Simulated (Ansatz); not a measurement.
# ZrPbO₃: energy along a strain

ZrPbO₃, Pm-3m, a = 4.160 Å. The structure is a Materials Project entry; whether it is the stable form wasn't checked. Ansatz: r2SCAN, PAW, 500 eV, Γ-centred 6×6×6 mesh on 5 atoms, Gaussian smearing 0.05 eV; no spin polarisation. Cell vectors (Å): 4.160 0.000 0.000; 0.000 4.160 0.000; 0.000 0.000 4.160. The cell is strained by x per cent times the pattern (0 0 0 1 0 0) in the order xx yy zz yz xz xy (engineering shears), with fractional coordinates held. y is the free energy over the start, V0 = 14.394 Å³/atom. Symmetry makes y even in x.

| x (%) | y (meV/atom) |
| --- | --- |
| -4.00 | 5.02 |
| -2.00 | 1.26 |
| 0.00 | 0.00 |
| 0.50 | 0.09 |
| 1.00 | 0.32 |
| 1.50 | 0.71 |
| 2.50 | 1.96 |
| 3.00 | 2.83 |
| 3.50 | ? |

Q: Fit y = c2 x² + c4 x⁴ to the other rows, get the stiffness along the pattern, and predict the missing energy.

A: Least squares on the rows shown. y = 0.3150 x² − 7.672×10⁻⁵ x⁴. The clamped-ion stiffness p·C·p = 2 × 3.150 eV × 160.2 / 14.394 Å³ = 70 GPa, which is C44 in these axes. At x = 3.50 the fit asked for gives 3.85 meV/atom. The run gave 3.84 meV/atom, so the fit is 0.01 meV/atom too high, within twice the rms miss on the fitted rows (0.005 meV/atom).

Spin–orbit coupling is left out, which can shift energies with elements as heavy as these.

Symmetry holds off the tilts and polar distortions that many cubic perovskites undergo.

Cost: 9 runs of about 0.56 core-minutes in all, on AMD EPYC 9R45 (Zen 5) (shared hosts).